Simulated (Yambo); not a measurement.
Data:

```
NaTaO3
1.0
    5.47713     0.00000     0.00000
    0.00000     5.47713     0.00000
    0.00000     0.00000     3.95914
O Na Ta
6 2 2
Direct
  0.69662   0.19662   0.00000
  0.30338   0.80338   0.00000
  0.80338   0.69662   0.00000
  0.19662   0.30338   0.00000
  0.00000   0.00000   0.50000
  0.50000   0.50000   0.50000
  0.00000   0.50000   0.50000
  0.50000   0.00000   0.50000
  0.00000   0.00000   0.00000
  0.50000   0.50000   0.00000
```

Workflow: norm-conserving LDA (Quantum ESPRESSO, 88 Ry, scalar-relativistic), then G0W0 in Yambo (2×2×4 Γ-centred k mesh, bands 5 to 189 and a 7 Ry block in the screening, 189 bands in G with the Bruneval-Gonze terminator, plasmon pole fitted at 27.2 eV).

Q: Give the LDA and G0W0 gaps between the band edges found on this mesh, and say where the edges lie.

A: Edges: Z → Γ. LDA: 2.27 eV; G0W0: 4.01 eV. Nearest settings tried, and what they do to the gap: 151 bands in W, 151 bands in G: +41 meV; 6 Ry block (197 vectors against 267): -21 meV; 2×2×2 mesh: -53 meV. So the settings aren't converged at that level. Spin-orbit coupling is left out, which matters for elements this heavy: edges can move by tenths of an eV.

Geometry of the Materials Project entry, not relaxed at this level.

This is not the ordinary phase of the substance.
